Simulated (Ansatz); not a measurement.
AsPdSe in space group P2_13 (No. 198; Pd on 4a, As on 4a, Se on 4a) at seven volumes, PBEsol (plane waves, PAW; program Ansatz), shape and atoms relaxed at each. One row is withheld.

```json
[
 {"V (Å³/atom)": "17.027", "P (GPa)": "?"},
 {"V (Å³/atom)": "17.588", "P (GPa)": "8.19"},
 {"V (Å³/atom)": "18.149", "P (GPa)": "3.73"},
 {"V (Å³/atom)": "18.711", "P (GPa)": "0.00"},
 {"V (Å³/atom)": "19.272", "P (GPa)": "-3.12"},
 {"V (Å³/atom)": "19.833", "P (GPa)": "-5.71"},
 {"V (Å³/atom)": "20.395", "P (GPa)": "-7.85"}
]
```

**Question.** Fit the shown pressures and predict the withheld one.

**Answer.** Third-order Birch–Murnaghan: P = (3/2)B₀(x^(7/2) − x^(5/2))[1 + (3/4)(B′ − 4)(x − 1)] with x = (V₀/V)^(2/3). Least squares on the six rows gives V₀ = 18.710 Å³/atom, B₀ = 113.3 GPa, B′ = 5.06. At V = 17.027, x = 1.0649 and P = 13.56 GPa. The run itself gave 13.52 GPa.

The workflow started from an entry of the Crystallography Open Database (COD). Whether it is the stable phase at ambient conditions was not checked. The cell was relaxed with PBEsol under the symmetry of its start; its stability against distortions is not shown here. No spin polarisation was allowed.

Potentials: the later of the program's two PAW sets.
